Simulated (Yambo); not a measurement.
```xyz
8
Lattice="4.1086 0.0000 0.0000 0.0000 4.1086 0.0000 0.0000 0.0000 9.1301" Properties=species:S:1:pos:R:3 pbc="T T T"
F      2.0543     2.0543     0.0000
F      0.0000     0.0000     0.0000
S      0.0000     2.0543     2.8147
S      2.0543     0.0000     6.3154
Sr     0.0000     2.0543     7.7053
Sr     2.0543     0.0000     1.4248
Ag     2.0543     2.0543     4.5651
Ag     0.0000     0.0000     4.5651
```

SrAgSF (space group P4/nmm, No. 129): mean Im ε in 1 eV windows above the direct gap of 2.22 eV, for different electron-hole kernels (Yambo, broadening 0.15 eV, LDA (Quantum ESPRESSO, PseudoDojo norm-conserving, 86 Ry, without SOC) bands; 4×4×2 mesh, 22 valence and 12 conduction bands, static screening with 99 bands and a 3 Ry block, scissor 1.21 eV, Tamm-Dancoff; field along x).

| window (eV) | independent quasiparticles | BSE |
|---|---|---|
| 2.2 to 3.2 | 1.9 | 2.3 |
| 3.2 to 4.2 | 1.9 | 2.0 |
| 4.2 to 5.2 | 2.2 | 6.7 |
| 5.2 to 6.2 | 8.2 | 6.1 |
| 6.2 to 7.2 | 5.9 | 5.8 |
| 7.2 to 8.2 | 6.2 | 3.4 |

This run doesn't resolve bound excitons or single peaks, so only averages are given, and they too depend on the mesh; weight that the attraction moves below the gap isn't listed. All transitions below 8.52 eV are in the band window. The scissor comes from a G0W0 run whose convergence isn't established.

Spin-orbit splittings are left out.

Geometry of the Materials Project entry, not relaxed at this level.

The structure is a Materials Project entry; no match was found in the copy of COD used, and its stability was not checked.
